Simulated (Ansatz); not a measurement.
Input and command of a plane-wave DFT calculation in Ansatz:

```yaml
crystal:
  lattice:
    - [3.3518696991, 0.0, 0.0]
    - [-1.6759348496, 2.9028043096, 0.0]
    - [0.0, 0.0, 5.2149647857]
  atoms:
    - { symbol: Co, position: [0.3333333333, 0.6666666667, 0.245], spin: 3.0 }
    - { symbol: Co, position: [0.6666666667, 0.3333333333, 0.755], spin: 3.0 }
    - { symbol: F, position: [0.0, 0.0, 0.0] }
    - { symbol: F, position: [0.3333333333, 0.6666666667, 0.645] }
    - { symbol: F, position: [0.6666666667, 0.3333333333, 0.355] }
basis:
  ecutwfc: 420
kpoints:
  mp_grid: { grid: [6, 6, 4] }
hamiltonian:
  xc: pbe
scf:
  occupations: { method: gaussian, width: 0.1 }
  lower_state_search: "off"
output:
  forces: true
  stress: true
  eigenvalues: true
  populations: true
magnetization:
  spin_polarized: true
```

```bash
ansatz run input.yaml --threads 1 --pin off --max-ram 2560MiB --backend cpu --events-out ev --progress --plain --runs-dir out
```

Processor: Intel(R) Xeon(R) 6975P-C (Granite Rapids), 1 thread, on a host shared with other jobs.

Problem. Estimate time, memory and problem size.

Solution. About 4.2 s on 1 thread of Intel(R) Xeon(R) 6975P-C (Granite Rapids), with other jobs on the host, peak memory 0.4 GiB. It solves 37 bands at 24 k points (the mesh reduced by the symmetry that the task leaves, which can be less than the crystal's) with about 977 plane waves, in 15 SCF iterations.
